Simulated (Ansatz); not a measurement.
Input:

TiTe:
```yaml
crystal:
  lattice:
    - [3.63921, 0.00000, 0.00000]
    - [-1.81961, 3.15165, 0.00000]
    - [0.00000, 0.00000, 7.59883]
  atoms:
    - { symbol: Te, position: [0.00000, 0.00000, 0.00000] }
    - { symbol: Te, position: [0.00000, 0.00000, 0.50000] }
    - { symbol: Ti, position: [0.33333, 0.66667, 0.25000] }
    - { symbol: Ti, position: [0.66667, 0.33333, 0.75000] }
```

This is the r²SCAN-relaxed structure.

Task: All from r²SCAN in the plane-wave PAW code Ansatz, unless another level is named. Estimate the electronic character.

Result: metallic (no gap).

Task: What about the density of states at the Fermi level?

Result: 0.23 states/eV per atom (mean over ±0.08 eV).

Task: What about the formation energy from the elements (no fitted shifts)?

Result: -0.43 eV/atom.

Task: Give the gap with spin–orbit coupling.

Result: none (metallic).

Space group P6_3/mmc (NiAs type). The workflow started from an entry of the Crystallography Open Database (COD). Its standing as an ambient phase is unchecked. The cell was relaxed with r²SCAN under the symmetry of its start; its stability against distortions is not shown here. The run is not spin-polarised. The references are the lowest solids computed at this level, not always the standard phases. Scalar-relativistic: spin–orbit coupling is off unless named, which matters more the heavier the elements.

Potentials: the later of the program's two PAW sets.
